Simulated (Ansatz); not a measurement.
# Compressing Ge: a fit and a missing row

Ge, P4_32_12, a = 5.925 Å, c = 6.971 Å. This isn't the element's structure at ambient conditions. Ansatz: PBEsol, PAW, 420 eV, Γ-centred 6×6×6 mesh on 12 atoms, Gaussian smearing 0.02 eV; no spin polarisation. Shape and atoms are relaxed at each volume; pressure is positive in compression.

| V (Å³/atom) | P (GPa) |
| --- | --- |
| 17.945 | 10.24 |
| 18.557 | 6.95 |
| 19.168 | ? |
| 19.780 | 1.91 |
| 20.392 | 0.02 |
| 21.004 | -1.62 |
| 21.615 | -2.97 |
| 22.431 | -4.45 |

Take V0 = 20.392 Å³/atom, count pressures from its P0 = 0.02 GPa, fit the third-order Birch–Murnaghan form to the other rows, and predict the missing pressure.

With the Eulerian strain f = ½[(V0/V)^(2/3) − 1] and y = (P − P0)/[3f(1 + 2f)^(5/2)], the form is the line y = B0 + 1.5 B0 (B0′ − 4) f. Rows (f, y): 0.04448, 61.9; 0.03244, 60.9; 0.01026, 58.4; -0.00976, 58.8; -0.01904, 57.7; -0.03078, 56.7. Means f = 0.004600, y = 59.067; Σ(Δf)² = 0.004414, ΣΔfΔy = 0.2801; the slope is their ratio. y = 58.77 + 63.46 f GPa, so B0 = 58.8 GPa and B0′ = 4 + 2 × (63.46)/(3 × 58.77) = 4.72. At V = 19.168, f = 0.02107, y = 60.11 and P = 4.23 GPa. The run gave 4.20 GPa, so the fit is 0.03 GPa too high, within twice the rms miss on the fitted rows (0.03 GPa).